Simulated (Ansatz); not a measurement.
A relaxation of cell and atoms of PtS2 (CdI2 type) with the PAW code Ansatz, at the level PBEsol. The start is a rough guess from atomic radii.

```yaml
crystal:
  lattice:
    - [3.6207302, 0.0, 0.0]
    - [-1.8103651, 3.1356443334, 0.0]
    - [0.0, 0.0, 5.85998074]
  atoms:
    - { symbol: Pt, position: [0.0, 0.0, 0.0] }
    - { symbol: S, position: [0.3333333333, 0.6666666667, 0.2510657347] }
    - { symbol: S, position: [0.6666666667, 0.3333333333, 0.7489342653] }
kpoints:
  mp_grid: { grid: [6, 6, 4] }
hamiltonian:
  xc: pbesol
scf:
  occupations: { method: fermi_dirac, width: 0.03 }
relax:
  f_tol: 0.01
  cell: {}
  max_steps: 120
```

The trajectory has 9 recorded frames, each with fractional positions and then forces in eV/Å along x, y and z. The last, and any step after a large change of cell, is solved on a basis re-selected at its cell; pressure is positive in compression.

Step 1: energy 0.0 meV/atom from step 1, largest force component 2.770 eV/Å, pressure -17.34 GPa; a = 3.621 Å, b = 3.621 Å, c = 5.860 Å, α = 90.00°, β = 90.00°, γ = 120.00°
```
Pt 0.0000 0.0000 0.0000     0.000   0.000   0.000
S  0.3333 0.6667 0.2511     0.000   0.000  -2.770
S  0.6667 0.3333 0.7489     0.000   0.000   2.770
```

Step 2: energy -326.2 meV/atom from step 1, largest force component 0.191 eV/Å, pressure -1.25 GPa; a = 3.539 Å, b = 3.539 Å, c = 5.655 Å, α = 90.00°, β = 90.00°, γ = 120.00°
```
Pt 0.0000 0.0000 0.0000     0.000   0.000   0.000
S  0.3333 0.6667 0.2178     0.000   0.000  -0.191
S  0.6667 0.3333 0.7822     0.000   0.000   0.191
```

Step 3: energy -327.8 meV/atom from step 1, largest force component 0.054 eV/Å, pressure +0.30 GPa; a = 3.536 Å, b = 3.536 Å, c = 5.597 Å, α = 90.00°, β = 90.00°, γ = 120.00°
```
Pt 0.0000 0.0000 0.0000     0.000   0.000   0.000
S  0.3333 0.6667 0.2170     0.000   0.000   0.054
S  0.6667 0.3333 0.7830     0.000   0.000  -0.054
```

Q: How does the relaxation go on, and where does it end?

A:
Step 4: energy -329.0 meV/atom from step 1, largest force component 0.061 eV/Å, pressure +0.19 GPa; a = 3.542 Å, b = 3.542 Å, c = 5.503 Å, α = 90.00°, β = 90.00°, γ = 120.00°
```
Pt 0.0000 0.0000 0.0000     0.000   0.000   0.000
S  0.3333 0.6667 0.2200     0.000   0.000   0.061
S  0.6667 0.3333 0.7800     0.000   0.000  -0.061
```

Step 5: energy -332.6 meV/atom from step 1, largest force component 0.077 eV/Å, pressure +0.36 GPa; a = 3.548 Å, b = 3.548 Å, c = 5.220 Å, α = 90.00°, β = 90.00°, γ = 120.00°
```
Pt 0.0000 0.0000 0.0000     0.000   0.000   0.000
S  0.3333 0.6667 0.2310     0.000   0.000   0.077
S  0.6667 0.3333 0.7690     0.000   0.000  -0.077
```

Step 6: energy -335.6 meV/atom from step 1, largest force component 0.091 eV/Å, pressure +0.61 GPa; a = 3.560 Å, b = 3.560 Å, c = 4.931 Å, α = 90.00°, β = 90.00°, γ = 120.00°
```
Pt 0.0000 0.0000 0.0000     0.000   0.000   0.000
S  0.3333 0.6667 0.2428     0.000   0.000   0.091
S  0.6667 0.3333 0.7572     0.000   0.000  -0.091
```

Step 7: energy -336.0 meV/atom from step 1, largest force component 0.016 eV/Å, pressure +0.07 GPa; a = 3.565 Å, b = 3.565 Å, c = 4.875 Å, α = 90.00°, β = 90.00°, γ = 120.00°
```
Pt 0.0000 0.0000 0.0000     0.000   0.000   0.000
S  0.3333 0.6667 0.2460     0.000   0.000   0.016
S  0.6667 0.3333 0.7540     0.000   0.000  -0.016
```

Step 8: energy -336.1 meV/atom from step 1, largest force component 0.001 eV/Å, pressure 0.00 GPa; a = 3.567 Å, b = 3.567 Å, c = 4.847 Å, α = 90.00°, β = 90.00°, γ = 120.00°
```
Pt 0.0000 0.0000 0.0000     0.000   0.000   0.000
S  0.3333 0.6667 0.2474     0.000   0.000   0.001
S  0.6667 0.3333 0.7526     0.000   0.000  -0.001
```

Step 9: energy -335.6 meV/atom from step 1, largest force component 0.001 eV/Å, pressure +0.01 GPa; a = 3.567 Å, b = 3.567 Å, c = 4.847 Å, α = 90.00°, β = 90.00°, γ = 120.00°
```
Pt 0.0000 0.0000 0.0000     0.000   0.000   0.000
S  0.3333 0.6667 0.2474     0.000   0.000   0.001
S  0.6667 0.3333 0.7526     0.000   0.000  -0.001
```

In 8 steps the volume changed by -19.7 %; between the first SCF and the last, each on a basis chosen for its cell, the energy fell by 336 meV an atom. Final cell: it is trigonal, P-3m1 (No. 164); conventional cell a = 3.567 Å, c = 4.847 Å, 17.81 Å³ an atom. Around Pt lie 6 S at 2.38 Å; around S lie 3 Pt at 2.38 Å.

Command: `ansatz run input.yaml --threads 2 --pin off --max-ram 2211MiB --backend cpu --events-out ev --progress --plain --runs-dir out`. It took 8.8 s on 2 threads of Arm Neoverse V1, on a shared host, load about 0.8 per core; peak host memory 0.33 GiB.

(Simulation; spin polarisation is off.)
